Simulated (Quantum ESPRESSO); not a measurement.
Hf3NbNO7, convergence and cost over cutoff and k mesh

Simulated, not a measurement. The program is pw.x of Quantum ESPRESSO 7.5 (plane-wave density functional theory). The cell is made up: 12 atoms on a rutile lattice, with randomly drawn elements, strain and displacements, not relaxed. PseudoDojo standard norm-conserving files (v0.5 for PBE, v0.4.1 for LDA and PBEsol) set the functional; there is no spin polarisation, spin-orbit coupling or dispersion term, and the masses in the input are unused placeholders.

The hafnium pseudopotential is less sure than the others, with forces about 3 percent (worst 6) and pressure in oxides about 1.5 GPa (worst 2.7) from a second method in checks, which no rerun with the same files tests.

Input of the run in row 4:

```
&control calculation='scf', pseudo_dir='./dojo.nc.sr.pbe.v0_5.standard.upf', outdir='./o', disk_io='low', tprnfor=.true., tstress=.true. /
&system ibrav=0, nat=12, ntyp=4, nbnd=54, ecutwfc=84.00895049, nosym=.true., tot_charge=0,
 occupations='smearing', smearing='fd', degauss=0.0018374661
/
&electrons conv_thr=7.350e-09, electron_maxstep=60, /
ATOMIC_SPECIES
Hf 1.0 Hf.upf
N 1.0 N.upf
Nb 1.0 Nb.upf
O 1.0 O.upf
CELL_PARAMETERS angstrom
4.8019 -0.0559 -0.0504
-0.0559 4.8056 0.0066
-0.0666 0.0087 6.1907
ATOMIC_POSITIONS angstrom
Hf -0.0795 -0.1162 0.0133
Hf 2.4242 2.3067 1.7227
Hf -0.0858 -0.0099 3.1012
Nb 2.2797 2.2905 4.6247
N 1.4044 1.4035 0.026
O 3.2303 3.3813 -0.1439
O 3.8684 0.7943 1.5401
O 0.9354 3.9788 1.568
O 1.495 1.3718 3.151
O 3.1799 3.4255 3.1032
O 3.7126 0.9022 4.6609
O 0.8326 3.7865 4.6763
K_POINTS automatic
5 5 4 1 1 1
```

The same cell was run at these settings. Meshes are shifted by half a step, and differences are from the last row, which is itself not exact.

| cutoff (eV) | k mesh | k points solved | threshold (eV) | free energy less the last row's (eV) | pressure (GPa) | largest stress difference (GPa) | largest force difference (eV/Å) | iterations | wall time (s) | k-point pools | processor |
| --- | --- | --- | --- | --- | --- | --- | --- | --- | --- | --- | --- |
| 800 | 2 x 2 x 2 | 4 | 1e-04 | 1.255 | 8.14 | 10.13 | 0.121 | 13 | 13 | 4 | AMD EPYC, Zen 5 class |
| 1143 | 2 x 2 x 2 | 4 | 1e-07 | 0.010 | 17.85 | 0.31 | 0.123 | 17 | 22 | 4 | AMD EPYC, Zen 5 class |
| 837 | 5 x 5 x 4 | 50 | 1e-07 | 0.760 | 11.28 | 6.62 | 0.015 | 17 | 95 | 4 | AMD EPYC, Zen 5 class |
| 1143 | 5 x 5 x 4 | 50 | 1e-07 | 0.004 | 17.85 | 0.03 | 0.002 | 17 | 147 | 4 | AMD EPYC, Zen 5 class |
| 1467 | 7 x 7 x 6 | 147 | 1e-07 | 0.000 | 17.88 | 0.00 | 0.000 | 17 | 656 | 4 | AMD EPYC, Zen 5 class |

Each pool is one process. Wall times include start-up and a band step at six k points, which weighs most on the coarsest meshes. The runs were on shared virtual cores whose load varied, so times are rough.